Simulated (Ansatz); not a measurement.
Relaxed MoSi$_{2}$ (MoSi2 type, space group I4/mmm):

```xyz
6
Lattice="-3.2017 3.2017 7.8186 0.0000 0.0000 7.8186 1.6009 1.6009 -3.9093" Properties=species:S:1:pos:R:3 pbc="T T T"
Mo     0.0000     0.0000     0.0000
Mo     0.0000     3.2017     0.0000
Si     1.6009     1.6009    -1.2877
Si     0.0000     3.2017     2.6216
Si     1.6009     1.6009     1.2877
Si     0.0000     3.2017     5.1970
```

The atoms are displaced by Q × the pattern below (from a DFPT mode at X = (0.5, 0.5, 0.0), largest move 1; Q in Å), at fixed cell. (q is in reciprocal vectors of the primitive cell; the cell shown is doubled to hold the pattern.)

```json
[
 {"atom": "Mo1", "x": "0.616", "y": "0.616", "z": "0.000"},
 {"atom": "Mo2", "x": "-0.616", "y": "-0.616", "z": "0.000"},
 {"atom": "Si3", "x": "0.707", "y": "0.707", "z": "0.000"},
 {"atom": "Si4", "x": "-0.707", "y": "-0.707", "z": "0.000"},
 {"atom": "Si5", "x": "0.707", "y": "0.707", "z": "0.000"},
 {"atom": "Si6", "x": "-0.707", "y": "-0.707", "z": "0.000"}
]
```

Method: r2SCAN (plane waves to 500 eV, PAW, scalar-relativistic; Ansatz, an electronic-structure program). k mesh 14×14×14 (Γ-centred), Fermi-Dirac smearing 0.05 eV. E stands for the smeared free energy. With partly filled bands, energies and forces of such displacements shift with the k mesh and the smearing. MoSi2 is run without spin polarisation. MoSi2 was relaxed with its symmetry unable to fall. ΔE is measured from the undisplaced structure.

Task: Predict the ΔE (meV/cell) and −dE/dQ from forces (eV/Å) at Q (Å) = -0.100, -0.083, -0.033, 0.017, 0.067.

Result: 
```json
[
 {"Q (Å)": "-0.100", "ΔE (meV/cell)": "208", "−dE/dQ from forces (eV/Å)": "4.076"},
 {"Q (Å)": "-0.083", "ΔE (meV/cell)": "145", "−dE/dQ from forces (eV/Å)": "3.436"},
 {"Q (Å)": "-0.033", "ΔE (meV/cell)": "23", "−dE/dQ from forces (eV/Å)": "1.404"},
 {"Q (Å)": "0.017", "ΔE (meV/cell)": "6", "−dE/dQ from forces (eV/Å)": "-0.705"},
 {"Q (Å)": "0.067", "ΔE (meV/cell)": "93", "−dE/dQ from forces (eV/Å)": "-2.773"}
]
```

(A displaced cell: forces are minus the slopes of the energy, force constants its curvatures, and phonons follow from these.)
